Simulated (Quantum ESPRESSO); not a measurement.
# GaSiGeN2OAs: finding a planted mistake in a log

A calculation, not a measurement. The program is pw.x of Quantum ESPRESSO 7.5 (plane-wave density functional theory). The cell is made up: 7 atoms on a wurtzite lattice with one site empty, with randomly drawn elements, strain and displacements, not relaxed. PseudoDojo standard norm-conserving files (v0.5 for PBE, v0.4.1 for LDA and PBEsol) set the functional; there is no spin polarisation, spin-orbit coupling or dispersion term, and the masses in the input are unused placeholders.

Intended input:

```
&control calculation='scf', pseudo_dir='./dojo.nc.sr.pbe.v0_5.standard.upf', outdir='./o', disk_io='medium', tprnfor=.true., tstress=.true. /
&system ibrav=0, nat=7, ntyp=6, nbnd=37, ecutwfc=84.00895049, nosym=.true., tot_charge=0,
 occupations='smearing', smearing='fd', degauss=0.0018374661
/
&electrons conv_thr=7.350e-09, electron_maxstep=60, /
ATOMIC_SPECIES
As 1.0 As.upf
Ga 1.0 Ga.upf
Ge 1.0 Ge.upf
N 1.0 N.upf
O 1.0 O.upf
Si 1.0 Si.upf
CELL_PARAMETERS angstrom
3.3538 -0.0175 -0.0619
-0.0304 5.8938 -0.049
-0.1011 -0.0462 5.5472
ATOMIC_POSITIONS angstrom
Ga -0.1361 0.1201 0.1159
Si 1.658 2.9052 -0.0133
Ge 1.7385 0.8866 2.8383
N 0.1418 0.0327 2.0096
O 1.5488 3.0338 1.9862
As 1.5307 0.9805 4.8862
N 0.1062 3.9097 4.9185
K_POINTS automatic
5 4 4 1 1 1
```

The log is shortened where brackets say so; the opening notice, blank lines, dates and the lines on written files are dropped, and the path of the files is cut. It prints rydbergs, bohrs and kilobars, and counts compression as positive stress. Where no state is partly filled, the Fermi energy that it prints is only some level between the filled and the empty states on the mesh, and need not lie in the true gap.

Log of the intended run:

```
     Program PWSCF v.7.5
     Parallel version (MPI & OpenMP), running on       1 processor cores
     Number of MPI processes:                 1
     Threads/MPI process:                     1
     [start-up lines left out]
     bravais-lattice index     =            0
     lattice parameter (alat)  =       6.3389  a.u.
     unit-cell volume          =     739.6298 (a.u.)^3
     number of atoms/cell      =            7
     number of atomic types    =            6
     number of electrons       =        62.00
     number of Kohn-Sham states=           37
     kinetic-energy cutoff     =      84.0090  Ry
     charge density cutoff     =     336.0358  Ry
     scf convergence threshold =      7.3E-09
     mixing beta               =       0.7000
     number of iterations used =            8  plain     mixing
     Exchange-correlation= PBE
                           (   1   4   3   4   0   0   0)
     [axes and pseudopotential details left out]
   Cartesian axes
     site n.     atom                  positions (alat units)
         1        Ga     tau(   1) = (  -0.0405734   0.0358035   0.0345515  )
         2        Si     tau(   2) = (   0.4942737   0.8660820  -0.0039649  )
         3        Ge     tau(   3) = (   0.5182719   0.2643082   0.8461381  )
         4        N      tau(   4) = (   0.0422726   0.0097483   0.5990907  )
         5        O      tau(   5) = (   0.4617196   0.9044195   0.5921148  )
         6        As     tau(   6) = (   0.4563237   0.2923012   1.4566466  )
         7        N      tau(   7) = (   0.0316598   1.1655379   1.4662757  )
     number of k points=    40  Fermi-Dirac smearing, width (Ry)=  0.0018
                       cart. coord. in units 2pi/alat
        k(    1) = (   0.1018362   0.0723170   0.0780464), wk =   0.0500000
        k(    2) = (   0.1046342   0.0735888   0.2292841), wk =   0.0500000
     [further k points left out]
     Dense  grid:    76943 G-vectors     FFT dimensions: (  40,  72,  64)
     Estimated max dynamical RAM per process >     107.50 MB
     Initial potential from superposition of free atoms
     starting charge      61.9956, renormalised to      62.0000
     Starting wfcs are   43 randomized atomic wfcs
     total cpu time spent up to now is       10.3 secs
     per-process dynamical memory:    81.0 Mb
     Self-consistent Calculation
     iteration #  1     ecut=    84.01 Ry     beta= 0.70
     Davidson diagonalization with overlap
     ethr =  1.00E-02,  avg # of iterations =  3.0
     total cpu time spent up to now is       35.1 secs
     total energy              =    -625.14210969 Ry
     estimated scf accuracy    <       1.88437436 Ry
     iteration #  2     ecut=    84.01 Ry     beta= 0.70
     Davidson diagonalization with overlap
     ethr =  3.04E-03,  avg # of iterations =  5.3
     total cpu time spent up to now is       61.6 secs
     total energy              =    -623.75215932 Ry
     estimated scf accuracy    <      15.22900394 Ry
     [iterations 3 to 11 left out]
     iteration # 12     ecut=    84.01 Ry     beta= 0.70
     Davidson diagonalization with overlap
     ethr =  7.77E-10,  avg # of iterations =  2.0
     total cpu time spent up to now is      259.1 secs
     total energy              =    -626.18661628 Ry
     estimated scf accuracy    <       0.00000003 Ry
     iteration # 13     ecut=    84.01 Ry     beta= 0.70
     Davidson diagonalization with overlap
     ethr =  5.11E-11,  avg # of iterations =  2.6
     total cpu time spent up to now is      276.3 secs
     End of self-consistent calculation
     [lines on levels left out]
     the Fermi energy is     8.0179 ev
!    total energy              =    -626.18661628 Ry
     estimated scf accuracy    <          4.1E-09 Ry
     smearing contrib. (-TS)   =      -0.00000000 Ry
     internal energy E=F+TS    =    -626.18661628 Ry
     The total energy is F=E-TS. E is the sum of the following terms:
     one-electron contribution =    -407.98792900 Ry
     hartree contribution      =     241.79990132 Ry
     xc contribution           =    -156.57446940 Ry
     ewald contribution        =    -303.42411920 Ry
     convergence has been achieved in  13 iterations
     Forces acting on atoms (cartesian axes, Ry/au):
     atom    1 type  2   force =     0.17719705   -0.33462106    0.19637628
     atom    2 type  6   force =    -0.00365298    0.45624404    0.20676868
     atom    3 type  3   force =     0.01928412    0.03231535   -0.39529671
     atom    4 type  4   force =    -0.02747428    0.06100534    0.08046381
     atom    5 type  5   force =     0.02511766   -0.12721106   -0.11560191
     atom    6 type  1   force =    -0.16084280   -0.02696524   -0.03794631
     atom    7 type  4   force =    -0.02962878   -0.06076737    0.06523616
     Total force =     0.817635     Total SCF correction =     0.000186
     Computing stress (Cartesian axis) and pressure
          total   stress  (Ry/bohr**3)                   (kbar)     P=      108.22
   0.00071329  -0.00007000   0.00028465          104.93      -10.30       41.87
  -0.00007000   0.00057342   0.00009934          -10.30       84.35       14.61
   0.00028465   0.00009934   0.00092033           41.87       14.61      135.39
     init_run     :      9.11s CPU     10.08s WALL (       1 calls)
     electrons    :    251.88s CPU    266.03s WALL (       1 calls)
     forces       :      2.82s CPU      2.86s WALL (       1 calls)
     stress       :      9.10s CPU      9.15s WALL (       1 calls)
     [timing details left out]
     PWSCF        :   4m33.23s CPU   4m48.93s WALL
     JOB DONE.
```

A second run was made from an input with one planted mistake. Its log:

```
     Program PWSCF v.7.5
     Parallel version (MPI & OpenMP), running on       1 processor cores
     Number of MPI processes:                 1
     Threads/MPI process:                     1
     [start-up lines left out]
     bravais-lattice index     =            0
     lattice parameter (alat)  =       6.3389  a.u.
     unit-cell volume          =     739.6298 (a.u.)^3
     number of atoms/cell      =            7
     number of atomic types    =            6
     number of electrons       =        62.00
     number of Kohn-Sham states=           37
     kinetic-energy cutoff     =      55.9325  Ry
     charge density cutoff     =     223.7299  Ry
     scf convergence threshold =      7.3E-09
     mixing beta               =       0.7000
     number of iterations used =            8  plain     mixing
     Exchange-correlation= PBE
                           (   1   4   3   4   0   0   0)
     [axes and pseudopotential details left out]
   Cartesian axes
     site n.     atom                  positions (alat units)
         1        Ga     tau(   1) = (  -0.0405734   0.0358035   0.0345515  )
         2        Si     tau(   2) = (   0.4942737   0.8660820  -0.0039649  )
         3        Ge     tau(   3) = (   0.5182719   0.2643082   0.8461381  )
         4        N      tau(   4) = (   0.0422726   0.0097483   0.5990907  )
         5        O      tau(   5) = (   0.4617196   0.9044195   0.5921148  )
         6        As     tau(   6) = (   0.4563237   0.2923012   1.4566466  )
         7        N      tau(   7) = (   0.0316598   1.1655379   1.4662757  )
     number of k points=    40  Fermi-Dirac smearing, width (Ry)=  0.0018
                       cart. coord. in units 2pi/alat
        k(    1) = (   0.1018362   0.0723170   0.0780464), wk =   0.0500000
        k(    2) = (   0.1046342   0.0735888   0.2292841), wk =   0.0500000
     [further k points left out]
     Dense  grid:    41795 G-vectors     FFT dimensions: (  32,  54,  50)
     Estimated max dynamical RAM per process >      60.00 MB
     Check: negative core charge=   -0.000022
     Initial potential from superposition of free atoms
     starting charge      61.9956, renormalised to      62.0000
     Starting wfcs are   43 randomized atomic wfcs
     total cpu time spent up to now is        7.8 secs
     per-process dynamical memory:    37.0 Mb
     Self-consistent Calculation
     iteration #  1     ecut=    55.93 Ry     beta= 0.70
     Davidson diagonalization with overlap
     ethr =  1.00E-02,  avg # of iterations =  3.0
     total cpu time spent up to now is       20.3 secs
     total energy              =    -624.57403314 Ry
     estimated scf accuracy    <       1.87934732 Ry
     iteration #  2     ecut=    55.93 Ry     beta= 0.70
     Davidson diagonalization with overlap
     ethr =  3.03E-03,  avg # of iterations =  5.3
     total cpu time spent up to now is       34.2 secs
     total energy              =    -623.19766682 Ry
     estimated scf accuracy    <      14.77577120 Ry
     [iterations 3 to 11 left out]
     iteration # 12     ecut=    55.93 Ry     beta= 0.70
     Davidson diagonalization with overlap
     ethr =  6.32E-10,  avg # of iterations =  2.4
     total cpu time spent up to now is      144.5 secs
     total energy              =    -625.59565112 Ry
     estimated scf accuracy    <       0.00000004 Ry
     iteration # 13     ecut=    55.93 Ry     beta= 0.70
     Davidson diagonalization with overlap
     ethr =  6.89E-11,  avg # of iterations =  3.1
     total cpu time spent up to now is      155.6 secs
     End of self-consistent calculation
     [lines on levels left out]
     the Fermi energy is     8.0261 ev
!    total energy              =    -625.59565113 Ry
     estimated scf accuracy    <          5.7E-09 Ry
     smearing contrib. (-TS)   =      -0.00000000 Ry
     internal energy E=F+TS    =    -625.59565113 Ry
     The total energy is F=E-TS. E is the sum of the following terms:
     one-electron contribution =    -406.65018456 Ry
     hartree contribution      =     240.71290204 Ry
     xc contribution           =    -156.23424940 Ry
     ewald contribution        =    -303.42411921 Ry
     convergence has been achieved in  13 iterations
     Forces acting on atoms (cartesian axes, Ry/au):
     atom    1 type  2   force =     0.17296979   -0.33501799    0.19660174
     atom    2 type  6   force =    -0.00369248    0.45644585    0.20710247
     atom    3 type  3   force =     0.01989386    0.03351245   -0.39649073
     atom    4 type  4   force =    -0.02827619    0.05968538    0.07973220
     atom    5 type  5   force =     0.02555134   -0.12702909   -0.11514192
     atom    6 type  1   force =    -0.15607445   -0.02697822   -0.03724127
     atom    7 type  4   force =    -0.03037187   -0.06061837    0.06543750
     Total force =     0.816639     Total SCF correction =     0.000288
     Computing stress (Cartesian axis) and pressure
          total   stress  (Ry/bohr**3)                   (kbar)     P=     -851.83
  -0.00581264  -0.00007562   0.00028579         -855.07      -11.12       42.04
  -0.00007562  -0.00596130   0.00009383          -11.12     -876.94       13.80
   0.00028579   0.00009383  -0.00559799           42.04       13.80     -823.49
     init_run     :      5.29s CPU      7.59s WALL (       1 calls)
     electrons    :    139.99s CPU    147.74s WALL (       1 calls)
     forces       :      2.10s CPU      2.13s WALL (       1 calls)
     stress       :      6.46s CPU      6.50s WALL (       1 calls)
     [timing details left out]
     PWSCF        :   2m34.15s CPU   2m44.40s WALL
     JOB DONE.
```

Question: what was wrong in the second input?

Answer: the plane-wave cutoff is too low. The input lines that differ, file-writing options aside:

```
- &system ibrav=0, nat=7, ntyp=6, nbnd=37, ecutwfc=84.00895049, nosym=.true., tot_charge=0,
+ &system ibrav=0, nat=7, ntyp=6, nbnd=37, ecutwfc=55.93246835, nosym=.true., tot_charge=0,
```

```
                                            intended run  run with the mistake
                          free energy (eV)     -8519.703             -8511.662
                    smearing term -TS (eV)        0.0000                0.0000
                            pressure (GPa)         10.82                -85.18
            largest force component (eV/Å)        11.731                11.736
largest change of a force component (eV/Å)                               0.123
                                iterations            13                    13
```

For scale, a rerun of the intended cell at 1437 eV and a 7 x 6 x 6 mesh moved values by no more than 0.016 eV in energy, 0.23 GPa in stress and 0.016 eV/Å in force.